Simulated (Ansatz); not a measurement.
InSb (zinc blende)

```yaml
crystal:
  lattice:
    - [0.00000, 3.31748, 3.31748]
    - [3.31748, 0.00000, 3.31748]
    - [3.31748, 3.31748, 0.00000]
  atoms:
    - { symbol: Sb, position: [0.75000, 0.75000, 0.75000] }
    - { symbol: In, position: [0.00000, 0.00000, 0.00000] }
```

E(V) scan at fixed shape, V₀ the volume above. Symmetry pins the atoms to their sites.

Level of theory: PBE (plane waves to 420 eV, PAW, scalar-relativistic; Ansatz, a program for electronic structure). k mesh 12×12×12 (Γ-centred), Fermi-Dirac smearing 0.05 eV. Stress and pressure are positive under compression. At this level the bands of InSb touch or barely overlap; measurements give the solid a gap. InSb was relaxed with its symmetry unable to fall. Spin-orbit coupling is left out, though Sb is heavy. The PAW data are Ansatz's earlier set.

At one point of the scan the stress tensor (GPa) is:

```
   -3.4      0.0      0.0
    0.0     -3.4      0.0
    0.0      0.0     -3.4
```

Which point is it?
(A) V/V₀ = 1.133
(B) V/V₀ = 1.027
(C) V/V₀ = 1.053
(D) V/V₀ = 1.080

A, V/V₀ = 1.133

(A scan under strain: stresses follow from slopes of the energy per volume, elastic moduli from its curvatures.)
